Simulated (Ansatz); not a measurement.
Polymorphs of VN, each relaxed with PBE in the plane-wave PAW code Ansatz:

A: rock salt (Fm-3m)
a = b = c = 4.1166 Å, α = β = γ = 90.00°

| atom | site | symmetry | x | y | z |
|---|---|---|---|---|---|
| V | 4b | m-3m | 0.5000 | 0.5000 | 0.5000 |
| N | 4a | m-3m | 0.0000 | 0.0000 | 0.0000 |

B: P-43m
a = b = c = 4.1163 Å, α = β = γ = 90.00°

| atom | site | symmetry | x | y | z |
|---|---|---|---|---|---|
| V | 4e | .3m | 0.2314 | 0.2314 | 0.2314 |
| N | 4e | .3m | 0.7402 | 0.7402 | 0.7402 |

### Question
Order them by energy per atom at 0 K (lowest first) at the level PBE.

### Answer
B (+0 meV/atom), A (+22 meV/atom)

Typed or built starts, not in the databases checked: B. Not the usual ambient phase: B. Began spin-polarised and lost the moments: A; B. All cells were relaxed under the symmetry of their starts (and spin orders); stability against distortions was not tested throughout.

Energies hold the estimated change up to a 700 eV cutoff; steps of a few meV lie near the error of the meshes.

Potentials: the earlier of the program's two PAW sets.
